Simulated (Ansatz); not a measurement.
MoIr:
```cif
data_IrMo
_chemical_formula_sum 'Ir1 Mo1'
_space_group_name_H-M_alt 'P4/mmm'
_space_group_IT_number 123
_space_group_name_Hall '-P 4 2'
_cell_length_a 2.73568
_cell_length_b 2.73568
_cell_length_c 3.88338
_cell_angle_alpha 90.000
_cell_angle_beta 90.000
_cell_angle_gamma 90.000
loop_
_atom_site_label
_atom_site_type_symbol
_atom_site_symmetry_multiplicity
_atom_site_Wyckoff_symbol
_atom_site_fract_x
_atom_site_fract_y
_atom_site_fract_z
_atom_site_occupancy
Ir1 Ir 1 a 0.00000 0.00000 0.00000 1
Mo1 Mo 1 d 0.50000 0.50000 0.50000 1
```

Relaxed with PBEsol.

### Question
Decompose the optical modes at the zone centre into irreducible representations, and say which are infrared and Raman allowed.

### Answer
Point group 4/mmm: Γ_opt = A2u + Eu. Infrared: A2u, Eu. Raman: none.

### Question
Assign frequencies (DFPT, PBEsol in the plane-wave PAW code Ansatz).

### Answer
Eu 145, A2u 169 cm⁻¹.

The start of the workflow was typed in or built on a structure type; neither database checked (COD, Materials Project) lists it. COD files the formula under space group No. 51. Whether it is the stable phase at ambient conditions was not checked. Symmetry was held in the PBEsol relaxation; its stability against distortions is not shown here. The run is not spin-polarised. As this level gives no gap, phonon frequencies hold no LO–TO term and depend on the k-mesh and smearing (Fermi–Dirac, 0.1 eV here). Spin–orbit coupling is left out wherever it is not named.

Potentials: the later of the program's two PAW sets.
